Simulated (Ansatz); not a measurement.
MoRh:
```xyz
4
Lattice="4.3846 0.0000 0.0000 0.0000 2.7222 0.0000 0.0000 0.0000 4.7737" Properties=species:S:1:pos:R:3 pbc="T T T"
Mo     3.2884     0.0000     0.8166
Mo     1.0961     0.0000     3.9572
Rh     3.2884     1.3611     3.2156
Rh     1.0961     1.3611     1.5582
```

Relaxed with PBEsol. Special points in fractions of this cell's reciprocal vectors: Γ (0.000, 0.000, 0.000); X (0.500, 0.000, 0.000); S (0.500, 0.500, 0.000); Y (0.000, 0.500, 0.000); Z (0.000, 0.000, 0.500); U (0.500, 0.000, 0.500); R (0.500, 0.500, 0.500); T (0.000, 0.500, 0.500).

Task: List the band energies nearest the Fermi level at these points for the program Ansatz at the PBEsol with spin–orbit coupling level (PAW).

Result: In eV from the Fermi level; about four levels below and three above (degenerate sets whole), none deeper than 8.9 eV; points with the same levels are listed once.

```
k                    below                above
-  -----------------------  -------------------
Γ  -0.81 -0.81 -0.38 -0.38  1.47 1.47 2.17 2.17
X  -1.08 -1.08 -1.08 -1.08  0.74 0.74 0.74 0.74
S  -1.36 -1.36 -1.36 -1.36  0.07 0.07 0.07 0.07
Y  -0.83 -0.83 -0.46 -0.46  0.71 0.71 1.54 1.54
Z  -0.91 -0.91 -0.42 -0.42  0.98 0.98 1.44 1.44
U  -1.05 -1.05 -1.05 -1.05  1.30 1.30 1.30 1.30
R  -1.24 -1.24 -1.24 -1.24  0.27 0.27 0.27 0.27
T  -0.94 -0.94 -0.29 -0.29  1.31 1.31 1.49 1.49
```

Space group Pmma. The first step of the workflow began from a Materials Project structure, measured or hypothetical; the Crystallography Open Database copy checked does not list it. With Mo and Rh taken as one species the cell has the higher symmetry P6_3/mmc, so it may be an ordered model of a mixed-site phase. Whether it is the stable phase at ambient conditions was not checked. Symmetry was held in the PBEsol relaxation; of distortions, only those at the zone centre were tested. No spin polarisation was allowed.

Potentials: the later of the program's two PAW sets.
